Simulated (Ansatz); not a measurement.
**Compressing CaPd$_{2}$As$_{2}$: a fit and a missing row**

CaPd$_{2}$As$_{2}$, I4/mmm, a = 4.299 Å, c = 10.236 Å. The structure is a Materials Project entry; whether it is the stable form wasn't checked. Ansatz: r2SCAN, PAW, 500 eV, Γ-centred 12×12×12 mesh on 5 atoms, Gaussian smearing 0.10 eV; no spin polarisation. Shape and atoms are relaxed at each volume; pressure is positive in compression.

| V (Å³/atom) | P (GPa) |
| --- | --- |
| 16.648 | ? |
| 17.215 | 11.46 |
| 17.783 | 6.95 |
| 18.350 | 3.17 |
| 18.918 | 0.00 |
| 19.485 | -2.67 |
| 20.053 | -4.89 |
| 20.810 | -7.26 |

Problem. Take V0 = 18.918 Å³/atom, fit the third-order Birch–Murnaghan form to the other rows, and predict the missing pressure.

Solution. With the Eulerian strain f = ½[(V0/V)^(2/3) − 1] and y = P/[3f(1 + 2f)^(5/2)], the form is the line y = B0 + 1.5 B0 (B0′ − 4) f. Rows (f, y): 0.03245, 100.6; 0.02105, 99.3; 0.01027, 97.8; -0.00975, 95.9; -0.01905, 94.3; -0.03078, 92.2. Means f = 0.0006983, y = 96.683; Σ(Δf)² = 0.003004, ΣΔfΔy = 0.3847; the slope is their ratio. y = 96.59 + 128.1 f GPa, so B0 = 96.6 GPa and B0′ = 4 + 2 × (128.1)/(3 × 96.59) = 4.88. At V = 16.648, f = 0.04448, y = 102.29 and P = 16.89 GPa. The run gave 16.84 GPa, so the fit is 0.05 GPa too high, a small miss on the scale of the series.

Cost: 8 runs of about 25 core-minutes in all, on Oxide Virtual Turin-like Processor (Zen 5) (shared hosts).